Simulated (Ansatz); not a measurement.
Data:

ZrSnF6:
```cif
data_F12Sn2Zr2
_chemical_formula_sum 'Sn2 Zr2 F12'
_space_group_name_H-M_alt 'P2/c'
_space_group_IT_number 13
_space_group_name_Hall '-P 2yc'
_cell_length_a 6.63650
_cell_length_b 5.23503
_cell_length_c 7.33158
_cell_angle_alpha 90.000
_cell_angle_beta 120.083
_cell_angle_gamma 90.000
loop_
_space_group_symop_operation_xyz
  'x, y, z'
  '-x, -y, -z'
  '-x, y, -z+1/2'
  'x, -y, z+1/2'
loop_
_atom_site_label
_atom_site_type_symbol
_atom_site_symmetry_multiplicity
_atom_site_Wyckoff_symbol
_atom_site_fract_x
_atom_site_fract_y
_atom_site_fract_z
_atom_site_occupancy
Sn1 Sn 2 f 0.50000 0.04201 0.75000 1
Zr1 Zr 2 e 0.00000 0.48004 0.25000 1
F1 F 4 g 0.23470 0.19879 0.41603 1
F2 F 4 g 0.10872 0.30989 0.02686 1
F3 F 4 g 0.30653 0.66891 0.30986 1
```

This is the r²SCAN+D4-relaxed structure.

Problem. All from the program Ansatz at the r²SCAN+D4 level (PAW), unless another level is named. Predict the electron effective mass.

Solution. 0.55, 2.1, 5.2 mₑ (principal values).

Problem. What about the band gap?

Solution. 4.28 eV (direct).

Problem. What about the gap with spin–orbit coupling?

Solution. 4.25 eV.

Problem. Predict the weight of the valence-edge state by species (Voronoi cells).

Solution. Sn 56 %, F 43 %.

Problem. What about the weight of the conduction-edge state by species (Voronoi cells)?

Solution. F 41 %, Sn 37 %, Zr 23 %.

The workflow started from an entry of the Crystallography Open Database (COD, 295 K). Its standing as an ambient phase is unchecked. Symmetry was held in the r²SCAN+D4 relaxation; whether a distortion lowers the energy is not shown. The run is not spin-polarised. Spin–orbit coupling is left out wherever it is not named.

Potentials: the later of the program's two PAW sets.
